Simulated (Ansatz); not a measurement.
**Nuclear-site quantities of Ti as the cell is scaled**

```
Ti
1.0
     2.95000    0.00000    0.00000
    -1.47500    2.55477    0.00000
     0.00000    0.00000    4.68600
Ti
2
Direct
  0.33333 0.66667 0.25000
  0.66667 0.33333 0.75000
```

Atom numbers follow the list: Ti1, Ti2.

The geometry is COD entry 9008517, unchecked; take it as a test cell.

Theory: DFT, PBEsol, all-electron PAW with datasets made for the crystal, scalar-relativistic (Ansatz 0.2.0).

Settings: a Γ-centred 13×13×7 k mesh, Fermi–Dirac smearing of 0.08 eV, cutoff 260 eV (chosen by the program for this cell), no spin polarisation.

The contact density is the mean electron density over the nuclear volume; its changes follow the s electrons' response to bonding and compression. Changes below are taken from the unscaled cell, where it is 56692 e/Å³ at Ti1.

Volumes at which the program chose other datasets or cutoffs are left out.

```json
{"V/V(cell)": "0.9405", "P (GPa)": "0.9", "Δρ(0) Ti1 (e/Å³)": "?"}
{"V/V(cell)": "0.9600", "P (GPa)": "-1.5", "Δρ(0) Ti1 (e/Å³)": "0.65"}
{"V/V(cell)": "0.9800", "P (GPa)": "-3.8", "Δρ(0) Ti1 (e/Å³)": "?"}
{"V/V(cell)": "0.9900", "P (GPa)": "-4.8", "Δρ(0) Ti1 (e/Å³)": "?"}
{"V/V(cell)": "1.0000", "P (GPa)": "-5.8", "Δρ(0) Ti1 (e/Å³)": "0.00"}
{"V/V(cell)": "1.0100", "P (GPa)": "-6.8", "Δρ(0) Ti1 (e/Å³)": "-0.15"}
{"V/V(cell)": "1.0200", "P (GPa)": "-7.7", "Δρ(0) Ti1 (e/Å³)": "-0.31"}
```

(1) Give the missing entry: row "0.9800", column "Δρ(0) Ti1 (e/Å³)".

(2) Give the missing entry: row "0.9900", column "Δρ(0) Ti1 (e/Å³)".

(3) What belongs in the row "0.9405", column "Δρ(0) Ti1 (e/Å³)"?

The datasets are made afresh for each cell, so very small changes are uncertain.

Answers

(1) 0.35.

(2) 0.16.

(3) 0.98.
